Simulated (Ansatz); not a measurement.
Ge3N4:
Space group P6₃/m (No. 176); a = 8.057 Å, b = 8.057 Å, c = 3.085 Å, α = 90.00°, β = 90.00°, γ = 120.00°

| atom | site | symmetry | x | y | z |
|---|---|---|---|---|---|
| Ge | 6h | m.. | 0.2372 | 0.4066 | 0.2500 |
| N | 2c | -6.. | 0.3333 | 0.6667 | 0.2500 |
| N | 6h | m.. | 0.3304 | 0.0258 | 0.2500 |

Relaxed with PBEsol. The program Ansatz at the PBEsol level (PAW) gives a gap of 2.08 eV.

What gap does HSE06 give on the same cell (Ansatz, PAW)?

3.63 eV, 1.55 eV more. The hybrid was solved on a coarser mesh and at special points; the gap given is the minimum over both.

```tsv
k	v1 PBEsol	c1 PBEsol	v1 HSE06	c1 HSE06
Γ	0.00	2.08	0.00	3.63
A	-1.22	4.23	?	?
K	-0.08	3.50	?	?
H	-0.98	3.91	?	?
M	-0.05	3.15	-0.05	4.75
L	-0.89	3.79	?	?
```

Top valence (v1) and lowest conduction level (c1) in eV from each method's valence maximum (which need not be a listed point): supply the withheld HSE06 values.


- L, v1 HSE06: -0.95
- L, c1 HSE06: 5.40
- K, v1 HSE06: -0.08
- K, c1 HSE06: 5.09
- H, v1 HSE06: -1.05
- H, c1 HSE06: 5.54
- A, v1 HSE06: -1.31
- A, c1 HSE06: 5.80

Cost on shared cores: the PBEsol run (SCF on a 4×4×9 mesh, then bands and DOS) roughly 110 core-seconds, the HSE06 run (SCF on 3×3×5, then a few points) around 5 core-minutes (rough); the tasks are unlike.

Space group P6_3/m. The cell was relaxed with PBEsol under the symmetry of its start. Scalar-relativistic: spin–orbit coupling is off unless named, which matters more the heavier the elements.

Potentials: the earlier of the program's two PAW sets. The files were generated under PBE; for other functionals the program regenerates the frozen cores, and for LDA and PBEsol the local potential too.
